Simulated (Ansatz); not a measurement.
Space group R-3:H (No. 148). a = 7.726 Å, b = 7.726 Å, c = 13.968 Å, α = 90.00°, β = 90.00°, γ = 120.00°
| atom | site | symmetry | x | y | z |
| --- | --- | --- | --- | --- | --- |
| Ti | 18f | 1 | 0.4354 | 0.1269 | 0.2503 |
| Ti | 6c | 3. | 0.3333 | 0.6667 | 0.3895 |
| O | 3a | -3. | 0.0000 | 0.0000 | 0.0000 |
| O | 18f | 1 | 0.4131 | 0.9104 | 0.3303 |
| O | 18f | 1 | 0.1837 | 0.9708 | 0.1732 |

Equation of state of this Ti8O13 structure (not necessarily the ground state), with shape and atoms relaxed at each volume where symmetry leaves them free. Method: Ansatz, DFT r2SCAN, scalar-relativistic, plane waves, PAW.

Plane waves to 500 eV, a k mesh through Γ of 6×6×6 on the computed 21-atom cell and Gaussian smearing (0.02 eV); no spin polarisation.

| V (Å³/atom) | E − E(largest V) (meV/atom) | P (GPa) | gap on mesh (eV) |
| --- | --- | --- | --- |
| 10.430 | 39.56 | 20.17 | 0.18 |
| 10.774 | 4.71 | 12.48 | 0.19 |
| 11.118 | -14.73 | 5.79 | 0.19 |
| 11.462 | -20.79 | 0.00 | 0.20 |
| 11.806 | -15.31 | -4.97 | 0.21 |
| 12.150 | 0.00 | -9.16 | 0.23 |

Q: Fit a third-order Birch–Murnaghan equation to E(V).

A: V0 = 11.46 Å³/atom, B0 = 178 GPa, B0' = 3.9.

The gaps are read on the mesh, which can miss the band edges, so they can be too wide.

2 further runs of this set didn't finish or converge.

Cost: 6 runs of about 78 core-minutes in all, on Oxide Virtual Turin-like Processor (Zen 5) (shared hosts).